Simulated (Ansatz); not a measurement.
# P: strain energy, fitted

P, Pm-3m, a = 2.437 Å. This isn't the element's structure at ambient conditions. Ansatz: r2SCAN, PAW, 500 eV, Γ-centred 22×22×22 mesh on 1 atom, Gaussian smearing 0.10 eV; no spin polarisation. Series: uniaxial strain along c, with a, b and atoms relaxed; x is the strain in per cent. y is the free energy over the unstrained cell, V0 = 14.479 Å³/atom.

```
x (%) y (meV/atom)
 -3.0             ?
 -2.0          5.71
 -1.0          1.29
  0.0          0.00
  1.0          1.48
  2.0          5.51
  3.0         11.88
```

**Question.** Fit y = c2 x² + c3 x³ to the other rows, turn c2 into a modulus, and predict the missing energy.

**Answer.** Least squares on the rows shown. y = 1.389 x² − 0.02102 x³. In eV per unit strain² c2 is 13.89; this is Young's modulus along the axis (E = ½ Y V0 ε²): 2 × 13.89 × 160.2 / (14.479) = 307 GPa. The unstrained cell keeps some stress along the strain, worth a slope of 0.17 meV/atom per %, which the form leaves out. At x = -3.0 the fit asked for gives 13.07 meV/atom. The run gave 13.68 meV/atom, so the fit is 0.61 meV/atom too low, 4.5 % of the span of the series, against an rms of 0.09 meV/atom on the fitted rows. The row lies outside the fitted range. With a term in x⁴ added, a fit to the same known rows predicts 12.53 meV/atom, further off still.